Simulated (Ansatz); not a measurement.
A plane-wave DFT run in Ansatz 0.2.0 (scalar-relativistic PAW potentials unless the input names others): input and command.

```yaml
crystal:
  lattice:
    - [4.3330619473, 0.0, 0.0]
    - [0.0, 4.3330619473, 0.0]
    - [0.0, 0.0, 2.7518917152]
  atoms:
    - { symbol: Mo, position: [0.5, 0.5, 0.0] }
    - { symbol: Mo, position: [0.0, 0.0, 0.0] }
    - { symbol: "N", position: [0.8879039728, 0.3879039728, 0.5] }
    - { symbol: "N", position: [0.1120960272, 0.6120960272, 0.5] }
    - { symbol: "N", position: [0.3879039728, 0.1120960272, 0.5] }
    - { symbol: "N", position: [0.6120960272, 0.8879039728, 0.5] }
basis:
  ecutwfc: 420
kpoints:
  mp_grid: { grid: [12, 12, 18] }
hamiltonian:
  xc: pbe
scf:
  occupations: { method: fermi_dirac, width: 0.3 }
  n_extra_bands: 0
  max_iter: 100
output:
  forces: true
  eigenvalues: true
  stress: true
```

```bash
ansatz run input.yaml --threads 1 --pin off --max-ram 2560MiB --backend cpu --events-out ev --progress --plain --runs-dir out
```

Task: Will this input run?

Result: The program refuses it, because of too few bands (scf.n_extra_bands: not typed → 0). Also changed, but not at fault: scf.occupations: {"method": "gaussian", "width": 0.15} → {"method": "fermi_dirac", "width": 0.3}. With the sound run's settings it is accepted.

Abridged log:
```
Error: inconsistent input (scf.n_extra_bands, scf.occupations.method): n_bands = 24 leaves no empty band above the 24 bands per channel that the deck's 48 electrons occupy, and the occupations search for the Fermi level (a smearing at a finite width, or tetrahedra): a level found among occupied bands alone can fill a metal as an insulator; raise scf.n_extra_bands until at least 25 bands are solved (omitted, it auto-derives to 32) (see scf.n_extra_bands in the input reference)
```